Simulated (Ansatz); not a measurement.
### Question
Name crystals whose computed values (the program Ansatz at the r²SCAN level (PAW)) fall in these windows: G_Hill (GPa) 110 to 130; B₀ by P(V) fit (GPa) 220 to 300; Θ_D (K) 440 to 540.

### Answer


```json
[
 {"crystal": "TaO2, rutile", "G_Hill (GPa)": "117", "B₀ by P(V) fit (GPa)": "278", "Θ_D (K)": "500"},
 {"crystal": "AlRu, CsCl type", "G_Hill (GPa)": "118", "B₀ by P(V) fit (GPa)": "220", "Θ_D (K)": "537"}
]
```
Others may fit too.

Standing as an ambient phase not checked: TaO2, rutile. All cells were relaxed under the symmetry of their starts (and spin orders); stability against distortions was not tested throughout. Rows with no word on spin ran without spin polarisation. Spin–orbit coupling is left out wherever it is not named.

Potentials: the later of the program's two PAW sets.
